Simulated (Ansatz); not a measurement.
Starting cell, BaTiO3 (cubic perovskite):

```xyz
5
Lattice="4.0195 0.0000 0.0000 0.0000 4.0195 0.0000 0.0000 0.0000 4.0195" Properties=species:S:1:pos:R:3 pbc="T T T"
Ba     0.0000     0.0000     0.0000
Ti     2.0097     2.0097     2.0097
O      0.0000     2.0097     2.0097
O      2.0097     2.0097     0.0000
O      2.0097     0.0000     2.0097
```

Scan: atom 4 (O, nearest neighbour Ti at 2.010 Å; its periodic images, 4.0 Å or more away, move with it) is displaced along Cartesian [111], direction (0.577, 0.577, 0.577) in Cartesian axes, by s. The other atoms stay.

These are PBE (plane waves to 420 eV, PAW, scalar-relativistic; Ansatz, an electronic-structure program) values and carry that method's errors. k mesh 7×7×7 (Γ-centred), Fermi-Dirac smearing 0.05 eV. Energies are smeared free energies. Compression counts positive. F∥ is the force on the atom along that direction. F⊥ is the part of the force across the line. BaTiO3 is run without spin polarisation. BaTiO3 was relaxed with its symmetry unable to fall. The PAW data are Ansatz's earlier set. This is a high-temperature form of BaTiO3. ΔE is measured from the undisplaced structure.

```json
[
 {"s (Å)": "-0.400", "ΔE (eV/cell)": "0.448", "P (GPa)": "4.03", "|F⊥| (eV/Å)": "0.325", "F∥ (eV/Å)": "2.496"},
 {"s (Å)": "-0.320", "ΔE (eV/cell)": "0.274", "P (GPa)": "2.59", "|F⊥| (eV/Å)": "0.134", "F∥ (eV/Å)": "1.858"},
 {"s (Å)": "-0.240", "ΔE (eV/cell)": "0.148", "P (GPa)": "1.46", "|F⊥| (eV/Å)": "0.015", "F∥ (eV/Å)": "1.302"},
 {"s (Å)": "-0.160", "ΔE (eV/cell)": "0.064", "P (GPa)": "0.65", "|F⊥| (eV/Å)": "0.036", "F∥ (eV/Å)": "0.820"},
 {"s (Å)": "-0.080", "ΔE (eV/cell)": "0.016", "P (GPa)": "0.16", "|F⊥| (eV/Å)": "0.033", "F∥ (eV/Å)": "0.394"},
 {"s (Å)": "0.000", "ΔE (eV/cell)": "0.000", "P (GPa)": "0.00", "|F⊥| (eV/Å)": "0.000", "F∥ (eV/Å)": "0.000"},
 {"s (Å)": "0.080", "ΔE (eV/cell)": "0.016", "P (GPa)": "0.16", "|F⊥| (eV/Å)": "0.033", "F∥ (eV/Å)": "-0.394"},
 {"s (Å)": "0.160", "ΔE (eV/cell)": "0.064", "P (GPa)": "0.65", "|F⊥| (eV/Å)": "0.036", "F∥ (eV/Å)": "-0.820"},
 {"s (Å)": "0.240", "ΔE (eV/cell)": "0.148", "P (GPa)": "1.46", "|F⊥| (eV/Å)": "0.015", "F∥ (eV/Å)": "-1.302"},
 {"s (Å)": "0.320", "ΔE (eV/cell)": "0.274", "P (GPa)": "2.59", "|F⊥| (eV/Å)": "0.134", "F∥ (eV/Å)": "-1.858"},
 {"s (Å)": "0.400", "ΔE (eV/cell)": "0.448", "P (GPa)": "4.03", "|F⊥| (eV/Å)": "0.325", "F∥ (eV/Å)": "-2.496"}
]
```

What the scan shows:

| Item | Value |
|---|---|
| Energy at s = 0.400 Å | 448 meV/cell |
| Force along the line at s = -0.400 Å | 2.50 eV/Å |
| Symmetry of the curve | even: the same for both signs |
| Shape of the curve | a single well with its minimum at or next to zero displacement |
| Force constant k = d²E/ds² at s = 0 (finite differences) | 4.86 eV/Å² |
| Harmonic estimate at the end of the scan | ½ks² = 389 meV/cell against the computed 448 meV/cell, so the well is stiffer than harmonic there |

(A displaced cell: forces are minus the slopes of the energy, force constants its curvatures, and phonons follow from these.)
